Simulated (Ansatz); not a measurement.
A geometry of SnO₂ away from equilibrium: step 3 of the relaxation of a relaxed SnO2 cell, doubled along one cell vector, shaken by Gaussian noise of σ = 0.08 Å a coordinate. Computed with PBE (plane waves to 420 eV, PAW, scalar-relativistic; Ansatz, a first-principles code). Γ-centred k-mesh 7×4×8 on the run's cell (coarser than for final values), Fermi–Dirac smearing 0.05 eV.

```xyz
6
Lattice="3.5494 -0.0177 -0.0151 -0.0354 7.1342 0.0084 -0.0121 0.0034 2.8988" Properties=species:S:1:pos:R:3:forces:R:3 pbc="T T T" free_energy=-14312.799 pressure_GPa=-1.6
O     -0.0730     1.9325     1.6569    0.2285   -0.3466    1.0756
O     -0.0070     5.3308     1.5245   -0.4395    0.5266    0.7801
O      1.7038     0.0643     1.2749    0.2024    0.0941   -1.1147
O      1.7326     3.6563     1.4148    0.0130   -0.2933   -0.8981
Sn     1.7501     1.9143     0.0233   -0.0335   -0.2876    0.1105
Sn     1.7492     5.4329    -0.0258    0.0291    0.3068    0.0467
```

Positions in Å, forces in eV/Å, free energy of the cell in eV (comparable only within this code, potentials and settings). Largest force: 1.15 eV/Å, on O1 (atoms numbered as listed); the geometry lies 0.74 eV/atom above the end of its relaxation.

No spin polarisation in the result. Without a van der Waals term the distances between weakly bound units are poorly fixed.

The end of the path is a generated cell of SnO2: the first start was made by a random draw of sites in a space group, and the end was not matched to a known phase here, so it may be hypothetical. Known forms of SnO2 include space group No. 136.
